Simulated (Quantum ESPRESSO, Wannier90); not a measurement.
**Wannierisation of ZrN (rock salt)**

```xyz
2
Lattice="0.0000 2.2943 2.2943 2.2943 0.0000 2.2943 2.2943 2.2943 0.0000" Properties=species:S:1:pos:R:3 pbc="T T T"
Zr     2.2943     2.2943     2.2943
N      0.0000     0.0000     0.0000
```

Cell from Materials Project (mp-1352), symmetrised, no further relaxation. COD (Crystallography Open Database) has an entry of this formula and space group (matched by these alone). Computed values, not measurements, from PBEsol: Quantum ESPRESSO (norm-conserving PseudoDojo potentials, cutoff 68 Ry, spinors with spin-orbit coupling) on a Γ-centred 8×8×8 mesh, then Wannier90. Density: 12×12×12 mesh, cold smearing 0.01 Ry.

Base run: 16 functions from bands 11-44 of the 44 computed, start hydrogen-like Zr: d; N: p, centres 0.05 Å off the atoms, frozen window up to 1.50 eV relative to the Fermi level, outer window open. One setting was then changed (edges relative to the Fermi level; misfit to pw.x on a path, for states up to 1.0 eV relative to the Fermi level).

```tsv
run	Ω_I (Å²)	rms misfit (meV)	worst (meV)
base	19.99	6.2	73
changed	17.99	375	1162
```

Q: Which change was made?
A. no frozen window
B. frozen window to 0.50 eV
C. frozen window to -1.50 eV
D. outer window to 12.76 eV
E. frozen window to 1.00 eV

A: C, frozen window to -1.50 eV. The others give:

```json
[
 {"run": "frozen window to 1.00 eV", "Ω_I (Å²)": "19.47", "rms misfit (meV)": "21", "worst (meV)": "234"},
 {"run": "frozen window to 0.50 eV", "Ω_I (Å²)": "19.24", "rms misfit (meV)": "48", "worst (meV)": "508"},
 {"run": "no frozen window", "Ω_I (Å²)": "14.22", "rms misfit (meV)": "2227", "worst (meV)": "4479"},
 {"run": "outer window to 12.76 eV", "Ω_I (Å²)": "21.11", "rms misfit (meV)": "3.9", "worst (meV)": "55"}
]
```
